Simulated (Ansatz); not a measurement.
GaP (CsCl type, Pm-3m), PBE in the plane-wave PAW code Ansatz, all energies at zero smearing, with the estimated change up to a 700 eV cutoff added, with one set of potentials and settings (totals compare only within such a set). Cell of 2 atoms (1 Ga, 1 P): -4538.055 eV.

```tsv
element	reference phase	E (eV/atom)
Ga	Cmce, 4 atoms in the cell	-3783.0209
P	Cmce, 4 atoms in the cell	-755.6743
```

Formation energy per atom, worked out: (-4538.055 − 1×(-3783.0209) − 1×(-755.6743))/2 = 0.320 eV/atom (31 kJ per mol of atoms), at 0 K, without zero-point energy or fitted corrections.

A made-up cell: these elements were put on the sites of a structure type; neither database checked (COD, Materials Project) lists it. It is not the phase usual at ambient conditions (space group No. 216). Symmetry was held in the PBE relaxation; whether a distortion lowers the energy is not shown. The references are the lowest solids computed at this level, not always the standard phases. Scalar-relativistic: spin–orbit coupling is off unless named, which matters more the heavier the elements.

Potentials: the later of the program's two PAW sets.
